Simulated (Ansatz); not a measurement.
**An elastic constant from a strain scan in Pt**

The calculation used DFT PBEsol, scalar-relativistic, plane waves, PAW (Ansatz). Cutoff 420 eV, Γ-centred 20×20×20 k-points, Gaussian smearing of 0.15 eV. Spin–orbit coupling is left out, which can shift energies with elements as heavy as these. No spin polarisation. Energies are free energies at this smearing, counted from the undisturbed cell; pressure is positive in compression.

Reference structure (as given, not relaxed at this level; it stands at 0.6 GPa):

```yaml
crystal:
  lattice:
    - [0.00000, 1.95790, 1.95790]
    - [1.95790, 0.00000, 1.95790]
    - [1.95790, 1.95790, 0.00000]
  atoms:
    - { symbol: Pt, position: [0.00000, 0.00000, 0.00000] }
```

The cell is strained by ε times the Voigt pattern (0, 0, 0, 0, 0, 1) (xx, yy, zz, yz, xz, xy; engineering shear) with fractional coordinates fixed. The cell holds 1 atom in V0 = 15.01 Å³. The stress column is τ = (1/V0) dE/dε, got from the stress tensor σ (compression positive) at each point as −det(1 + εP) σ : P(1 + εP)⁻¹, with P the pattern as a tensor.

```csv
ε,ΔE (meV/atom),τ (GPa)
-0.0175,1.166,-1.428
-0.0150,0.856,-1.221
-0.0100,0.381,-0.810
-0.0050,0.096,-0.404
0.0000,0.000,0.000
0.0050,0.096,0.404
0.0100,0.381,0.810
0.0150,0.856,1.221
0.0175,1.166,1.428
0.0200,?,?
```

Which combination of elastic constants does this scan measure, and how large is it?

For small ε, τ = τ0 + Kε with K = pᵀCp, which for this pattern is C44 in the cubic axes. The parabola through τ at ε = -0.0050, 0 and 0.0050 has slope K = 81 GPa at zero. The energies per cell, E = NΔE, of the wider pair ε = ±0.0175 give K = 2[E(ε₊)/ε₊ − E(ε₋)/ε₋]/[(ε₊ − ε₋)V0] = 81 GPa, in agreement.

Predict the withheld row at ε = 0.0200 from the harmonic law, and compare.

ΔE = V0(τ0 ε + Kε²/2)/N = 1.515 meV/atom and τ = 1.62 GPa. The calculation gives 1.525 meV/atom and 1.64 GPa, a miss of 0.01 meV/atom at most, so the harmonic law still holds here.

In a metal these slopes depend on the k mesh and the smearing.